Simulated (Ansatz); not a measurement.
## Calculated with Ansatz: Ce$_{3}$CoBr$_{3}$, settings compared

The command:

```bash
ansatz run input.yaml --threads 1 --pin off --max-ram 2560MiB --backend cpu --events-out ev --progress --plain --runs-dir out
```

Input:

```yaml
crystal:
  lattice:
    - [5.906533, 0.0, 0.0]
    - [0.0, 5.906533, 0.0]
    - [0.0, 0.0, 5.906533]
  atoms:
    - { symbol: Ce, position: [0.5, 0.5, 0.0] }
    - { symbol: Ce, position: [0.0, 0.5, 0.5] }
    - { symbol: Ce, position: [0.5, 0.0, 0.5] }
    - { symbol: Co, position: [0.5, 0.5, 0.5] }
    - { symbol: Br, position: [0.5, 0.0, 0.0] }
    - { symbol: Br, position: [0.0, 0.5, 0.0] }
    - { symbol: Br, position: [0.0, 0.0, 0.5] }
  symmetry: { tolerance: 0.0003 }
kpoints:
  mp_grid: { grid: [3, 3, 3], shift: [0, 0, 0] }
magnetization:
  spin_polarized: false
scf:
  occupations: { method: fermi_dirac }
hamiltonian:
  pseudopotentials: { kind: paw }
  xc: pbesol
basis:
  ecutwfc: 420
output:
  forces: true
  stress: true
  eigenvalues: true
relax:
  max_steps: 40
  cell: {}
```

Origin of the cell: a known structure type with other elements, at an estimated volume, so it need not be a known compound.

The smearing width isn't typed, so it takes its default of 0.1 eV.

Output of this run (shortened):

```
band count auto-derived: 64 (N_el = 74.0; filled up to band 37; 45 by the electrons, moments and atoms)
Pseudopotentials: kind: paw
Pseudopotential: Ce, paw, valence charge 12, recommended cutoff 420 eV (normal), Ce.paw.azcp
Pseudopotential: Co, paw, valence charge 17, recommended cutoff 420 eV (normal), Co.paw.azcp
Pseudopotential: Br, paw, valence charge 7, recommended cutoff 420 eV (normal), Br.paw.azcp
Functional definition: PBEsol
  exchange = pbesol_x
  correlation = pbesol_c
Crystal: 7 atoms, lattice volume = 206.062 Å³
Basis set: ecut = 420 eV, 3959 PW (Γ), exchange–correlation on 80×80×80 points (8 copies of the dense FFT grid, shifted against one another)
Bands: 64, of which v1, the nominal top of the filled ones, is band 37 counted from 1 (36 counted from 0)
Symmetry: 48 space group operations
Space group: Pm-3m (ITA 221), of the structure as read, at distance tolerance 1.8e-3 Å
k-points: 4 of 27
[… 9 lines left out …]
Initial density: superposition of atomic densities (neutral atoms: chi_scale 0, normalization atom), corrected by the library's trained network
Functional: x = pbesol(κ = 0.804, μ = 0.123457), c = pbesol(β = 0.046)
SCF iter   1: F=—  HF=-32763.549753 eV  Δρ=4.97e-2  dr2=4.54e0
SCF iter   2: F=—  HF=-32764.934258 eV  Δρ=1.20e-1  dr2=1.98e1  recentre
SCF iter   3: F=—  HF=-32763.415036 eV  Δρ=1.66e-2  dr2=4.79e-1
SCF iter   4: F=—  HF=-32763.391527 eV  Δρ=3.15e-3  dr2=1.43e-2
SCF iter   5: F=—  HF=-32763.392936 eV  Δρ=1.47e-3  dr2=3.31e-3
SCF iter   6: F=—  HF=-32763.393120 eV  Δρ=1.27e-3  dr2=3.07e-3
SCF iter   7: F=—  HF=-32763.393045 eV  Δρ=1.81e-4  dr2=8.47e-5
SCF iter   8: F=—  HF=-32763.393070 eV  Δρ=1.95e-4  dr2=7.85e-5
SCF iter   9: F=—  HF=-32763.393068 eV  Δρ=5.79e-5  dr2=6.61e-6
SCF iter  10: F=—  HF=-32763.393068 eV  Δρ=6.42e-5  dr2=7.75e-6
SCF iter  11: F=-32763.393068 eV  HF=-32763.393068 eV  Δρ=5.24e-6  dr2=6.06e-8
relax step   1: F+E_penalty+E_count = -32763.393068 eV  Δ(F+E_penalty+E_count) = +0.000e0 eV  max|allowed force component| = 0.0 eV/Å  Δτ_max = 0.0000 Å  P = -3.123 GPa  Ω = 206.062 Å³  (11 S […]
relax step   2: F+E_penalty+E_count = -32763.490943 eV  Δ(F+E_penalty+E_count) = -9.788e-2 eV  max|allowed force component| = 0.0 eV/Å  Δτ_max = 0.0000 Å  P = +2.088 GPa  Ω = 186.087 Å³  ener […]
relax step   3: F+E_penalty+E_count = -32763.531619 eV  Δ(F+E_penalty+E_count) = -4.068e-2 eV  max|allowed force component| = 0.0 eV/Å  Δτ_max = 0.0000 Å  P = -0.222 GPa  Ω = 193.606 Å³  ener […]
relax step   4: F+E_penalty+E_count = -32763.532295 eV  Δ(F+E_penalty+E_count) = -6.758e-4 eV  max|allowed force component| = 0.0 eV/Å  Δτ_max = 0.0000 Å  P = -0.007 GPa  Ω = 192.835 Å³  ener […]
relax step   5: F+E_penalty+E_count = -32763.530442 eV  Δ(F+E_penalty+E_count) = +1.852e-3 eV  max|allowed force component| = 0.0 eV/Å  Δτ_max = 0.0000 Å  P = -0.011 GPa  Ω = 192.835 Å³  stress off target by 1.07e-2 GPa […]
SCF 5 converged in 11 iterations: F = -32763.530442 eV  dr2 = 5.74e-11
basis re-selected at this cell: Δ(F+E_penalty+E_count) = +1.852e-3 eV, ΔP = -0.004 GPa vs the last step (what re-selecting the basis moved, of the pressure what is left beyond the Pulay corre […]
SCF converged after 11 iterations
Free energy (F): -32763.530442 eV
Harris-Foulkes:  -32763.530442 eV  (|F-HF|=3.64e-11)
Internal energy: -32762.747001 eV  (E = F + TS)
E sigma→0 (E₀):  -32763.138722 eV
Entropy (-TS):   -0.783442 eV (-111.920 meV/atom)
Fermi energy:    10.610936 eV
--- Per-component energies (eV) ---
  E_band       = -503.460724
  E_kinetic    = 1971.214094
  E_local      = -7099.602191  (includes V_loc(G=0)·N_el)
  E_nonlocal   = 560.031192
  E_hartree    = 2874.864405
  E_xc         = -1606.575046
  E_vxc        = -1256.332753  (∫ρ·V_xc dr)
  E_paw        = -24265.169227  (= ΣΔE_a)
  E_vpaw       = -428.500250  (= ΣTr[D̂ρ^β])
  E_aug_tail   = -0.000011  (compensation charges beyond the density's cutoff)
  E_ewald      = -5198.654333
  E_core_change = 1.144117  (= ΣΔE_core)
  E_smearing   = -0.783442  (= −TS)
  Σ components = -32763.530442   (vs F -32763.530442, Δ=0.00e0)
--- Forces (eV/Å), atoms counted from 1 ---
  atom   1  Ce    -0.000000    -0.000000     0.000000
  atom   2  Ce     0.000000    -0.000000    -0.000000
  atom   3  Ce    -0.000000    -0.000000     0.000000
  atom   4  Co     0.000000    -0.000000     0.000000
  atom   5  Br     0.000000     0.000000     0.000000
  atom   6  Br    -0.000000    -0.000000     0.000000
  atom   7  Br    -0.000000     0.000000    -0.000000
  max |Σ_I F_I| component: 0.0 eV/Å
--- Stress (GPa, compression-positive) ---
       -0.010724       0.000000       0.000000
        0.000000      -0.010724       0.000000
        0.000000       0.000000      -0.010724
  P = ⅓ Tr σ = -0.0107 GPa (-0.107 kbar)
--- Relaxed structure (4 steps of the walk, 4 accepted, 1 SCFs on fresh bases) ---
  F+E_penalty+E_count = -32763.530442 eV   max|allowed force component| = 0.0 eV/Å   (the final SCF, on the basis selected at the relaxed cell)
  cell:  # Å, volume = 192.8348 Å³
    - [5.777347, 0.0, 0.0]
    - [0.0, 5.777347, 0.0]
    - [0.0, 0.0, 5.777347]
  atoms:
    - { symbol: Ce, position: [0.5, 0.5, 0.0] }
    - { symbol: Ce, position: [0.0, 0.5, 0.5] }
    - { symbol: Ce, position: [0.5, 0.0, 0.5] }
    - { symbol: Co, position: [0.5, 0.5, 0.5] }
    - { symbol: Br, position: [0.5, 0.0, 0.0] }
    - { symbol: Br, position: [0.0, 0.5, 0.0] }
    - { symbol: Br, position: [0.0, 0.0, 0.5] }
```

The same input was run again with these changes:

1. `basis.ecutwfc` 420 → "600 eV"; `scf.eigensolver.kind` default → davidson
2. `kpoints.mp_grid.grid` [3, 3, 3] → [2, 2, 2]; `scf.mixing.algorithm` default → msr1; `scf.mixing.beta` default → 0.05; `scf.mixing.ndim` default → 2
3. `scf.occupations.width` default → 0.15; `scf.mixing.algorithm` default → broyden; `scf.mixing.beta` default → 0.9; `scf.lower_state_search` default → "off"
4. `hamiltonian.dispersion` default → d4; `scf.initial_density.chi_scale` default → 0.1; `scf.occupations.method` fermi_dirac → methfessel_paxton; `scf.occupations.width` default → 0.001

| run | end | SCF iterations | volume (Å³/atom) | max force component (eV/Å) | moment (μB) | ΔE(σ→0) (meV/atom) |
| --- | --- | --- | --- | --- | --- | --- |
| base | converged | 54 | 27.55 | 0.000 | – | 0 |
| 1 | converged | 63 | 27.55 | 0.000 | – | -1.04 |
| 2 | converged | 118 | 27.79 | 0.000 | – | 17.04 |
| 3 | converged | 52 | 27.76 | 0.000 | – | -11.36 |
| 4 | converged | 172 | 26.75 | 0.000 | – | – |

Energies are compared only where functional, datasets, charge and starting cell are the same.

Not properties of the system: run 2 (too coarse or loose: `kpoints.mp_grid.grid` = [2, 2, 2]).

Caveats of the base run: f shells without a U or exact exchange are poorly placed; no spin polarisation, so a magnetic state may lie lower; no spin-orbit coupling, though heavy elements are present; the k mesh is coarse if the cell is a metal; the relaxation held the start's symmetry, so the end may be a saddle point.

The base run took 9.6 s of wall time on 1 CPU thread(s) of a shared host, from the program's own first density.
